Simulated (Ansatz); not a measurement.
Method: PBE, no spin polarisation; PAW, plane waves to 420 eV, 10×10×5 Γ-centred mesh, fermi-dirac occupations (width 0.0768 eV) (Ansatz 0.2.0), atoms fixed.

Computed maps in the lattice plane spanned by a (left to right, 3.53 Å, 11 points from zero) and b (bottom to top, 3.53 Å, 11 points from zero), 90° apart, at height 0.500 along c. The fields are smooth PAW ones with compensation charges, not the true ones near nuclei.

Valence density. Digits on a logarithmic scale: 0 up to 0.03 e/Å³, each further digit a factor of 1.6, 9 from 1.3 e/Å³ up:
```
68999766666
79999966566
79999966556
79999866666
67998666666
66666668997
76666689999
76556699999
76656699999
66666679998
66777667776
```

ELF. Ten even steps from '0' (0.18) to '9' (0.88):
```
00341022122
03785103332
04896103331
01563013332
10110021002
12001200110
02333103651
01333016984
02333015873
02212201430
20000110000
```

Question: The cell is FeAsNO. Which atoms lie within 0.2 Å of this plane, and where (fractions of a and b)?

Answer: Fe at (0.75, 0.25), Fe at (0.25, 0.75). The whole cell:
```
N Fe As O
1.0
     3.52772    0.00000    0.00000
     0.00000    3.52772    0.00000
     0.00000    0.00000    7.84450
N Fe As O
2 2 2 2
Direct
  0.25000 0.25000 0.13650
  0.75000 0.75000 0.86350
  0.75000 0.25000 0.50000
  0.25000 0.75000 0.50000
  0.25000 0.25000 0.66250
  0.75000 0.75000 0.33750
  0.75000 0.25000 0.00000
  0.25000 0.75000 0.00000
```

Origin: a known structure type with other elements, at an estimated volume, so it need not be a known compound. Caveats: no spin polarisation, so a magnetic state may lie lower; atoms or cell far from equilibrium.
